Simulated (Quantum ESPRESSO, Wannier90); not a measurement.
## Wannier functions of Na (bcc (W type))

Cell from Materials Project (mp-127), symmetrised, no further relaxation. This is the element's usual structure. Level: PBEsol, no spin polarisation, no spin-orbit coupling; pw.x of Quantum ESPRESSO at 71 Ry with PseudoDojo potentials, 10×10×10 k-points, Wannier90. Density: 14×14×14 mesh, cold smearing 0.01 Ry.

On the energy scale of pw.x, whose zero is arbitrary, the Fermi level lies at 1.62 eV.

Input w.win:

```
num_bands = 3
num_wann = 3
exclude_bands = 1,5-14
num_iter = 1000
conv_tol = 1.0e-6
conv_window = 4
write_hr = true
write_u_matrices = true
auto_projections = true
begin unit_cell_cart
ang
   -2.1040250000    2.1040250000    2.1040250000
    2.1040250000   -2.1040250000    2.1040250000
    2.1040250000    2.1040250000   -2.1040250000
end unit_cell_cart
begin atoms_frac
Na   0.0000000000  0.0000000000  0.0000000000
end atoms_frac
mp_grid = 10 10 10
begin kpoints
0.0000000000 0.0000000000 0.0000000000
0.0000000000 0.0000000000 0.1000000000
0.0000000000 0.0000000000 0.2000000000
... (997 more lines: the 10x10x10 mesh through Gamma)
end kpoints
```

Input of pw2wannier90.x that gives the overlap and projection files (equivalent; here they were cut from one run over all bands):

```
&inputpp
  outdir = './out'
  prefix = 'pwscf'
  seedname = 'w'
  write_amn = .true.
  write_mmn = .true.
  atom_proj = .true.
  atom_proj_exclude = 1 5
/
```

Output w.wout (banner and timings cut):

```
                                    ------
                                    SYSTEM
                                    ------

                              Lattice Vectors (Ang)
                    a_1    -2.104025   2.104025   2.104025
                    a_2     2.104025  -2.104025   2.104025
                    a_3     2.104025   2.104025  -2.104025

                   Unit Cell Volume:      37.25741  (Ang^3)

                        Reciprocal-Space Vectors (Ang^-1)
                    b_1     0.000000   1.493135   1.493135
                    b_2     1.493135   0.000000   1.493135
                    b_3     1.493135   1.493135   0.000000

 *----------------------------------------------------------------------------*
 |   Site       Fractional Coordinate          Cartesian Coordinate (Ang)     |
 +----------------------------------------------------------------------------+
 | na   1   0.00000   0.00000   0.00000   |    0.00000   0.00000   0.00000    |
 *----------------------------------------------------------------------------*
                                ------------
                                K-POINT GRID
                                ------------

             Grid size = 10 x 10 x 10      Total points = 1000

 *---------------------------------- MAIN ------------------------------------*
 |  Number of Wannier Functions               :                 3             |
 |  Number of Objective Wannier Functions     :                 3             |
 |  Number of input Bloch states              :                 3             |
 |  Output verbosity (1=low, 5=high)          :                 1             |
 |  Timing Level (1=low, 5=high)              :                 1             |
 |  Optimisation (0=memory, 3=speed)          :                 3             |
 |  Length Unit                               :               Ang             |
 |  Post-processing setup (write *.nnkp)      :                 F             |
 |  Using Gamma-only branch of algorithms     :                 F             |
 *----------------------------------------------------------------------------*
 *------------------------------- WANNIERISE ---------------------------------*
 |  Total number of iterations                :              1000             |
 |  Number of CG steps before reset           :                 5             |
 |  Trial step length for line search         :             2.000             |
 |  Convergence tolerence                     :         0.100E-05             |
 |  Convergence window                        :                 4             |
 |  Iterations between writing output         :                 1             |
 |  Iterations between backing up to disk     :               100             |
 |  Write r^2_nm to file                      :                 F             |
 |  Write xyz WF centres to file              :                 F             |
 |  Write on-site energies <0n|H|0n> to file  :                 F             |
 |  Use guiding centre to control phases      :                 F             |
 |  Use phases for initial projections        :                 F             |
 *----------------------------------------------------------------------------*
 *-------------------------------- PLOTTING ----------------------------------*
 |  Plotting Hamiltonian in WF basis          :                 T             |
 *----------------------------------------------------------------------------*

       ... (k-mesh section left out)

 Starting a new Wannier90 calculation ...

 Reading overlaps from w.mmn

 Reading projections from w.amn

 *------------------------------- WANNIERISE ---------------------------------*
 +--------------------------------------------------------------------+<-- CONV
 | Iter  Delta Spread     RMS Gradient      Spread (Ang^2)            |<-- CONV
 +--------------------------------------------------------------------+<-- CONV

 ------------------------------------------------------------------------------
 Initial State
  WF centre and spread    1  ( -0.000000,  0.000000,  0.000000 )     0.26045417
  WF centre and spread    2  (  0.000000, -0.000000, -0.000000 )     0.26045417
  WF centre and spread    3  (  0.000000, -0.000000, -0.000000 )     0.26045417
  Sum of centres and spreads (  0.000000,  0.000000, -0.000000 )     0.78136252

      0     0.781E+00     0.0000000000        0.7813625170  <-- CONV
        O_D=      0.0000000 O_OD=      0.0001823 O_TOT=      0.7813625 <-- SPRD
 ------------------------------------------------------------------------------
      1    -0.222E-15     0.0000001549        0.7813625170  <-- CONV
        O_D=      0.0000000 O_OD=      0.0001823 O_TOT=      0.7813625 <-- SPRD
      2    -0.333E-15     0.0000001546        0.7813625170  <-- CONV
        O_D=      0.0000000 O_OD=      0.0001823 O_TOT=      0.7813625 <-- SPRD
      3    -0.444E-15     0.0000001541        0.7813625170  <-- CONV
        O_D=      0.0000000 O_OD=      0.0001823 O_TOT=      0.7813625 <-- SPRD
      4    -0.777E-15     0.0000001533        0.7813625170  <-- CONV
        O_D=      0.0000000 O_OD=      0.0001823 O_TOT=      0.7813625 <-- SPRD
             <<<     Delta < 1.000E-06  over  4 iterations     >>>
             <<< Wannierisation convergence criteria satisfied >>>
 Final State
  WF centre and spread    1  ( -0.000000,  0.000000,  0.000000 )     0.26045417
  WF centre and spread    2  (  0.000000, -0.000000, -0.000000 )     0.26045417
  WF centre and spread    3  (  0.000000, -0.000000, -0.000000 )     0.26045417
  Sum of centres and spreads (  0.000000,  0.000000, -0.000000 )     0.78136252

         Spreads (Ang^2)       Omega I      =     0.781180201
        ================       Omega D      =     0.000000000
                               Omega OD     =     0.000182316
    Final Spread (Ang^2)       Omega Total  =     0.781362517
```
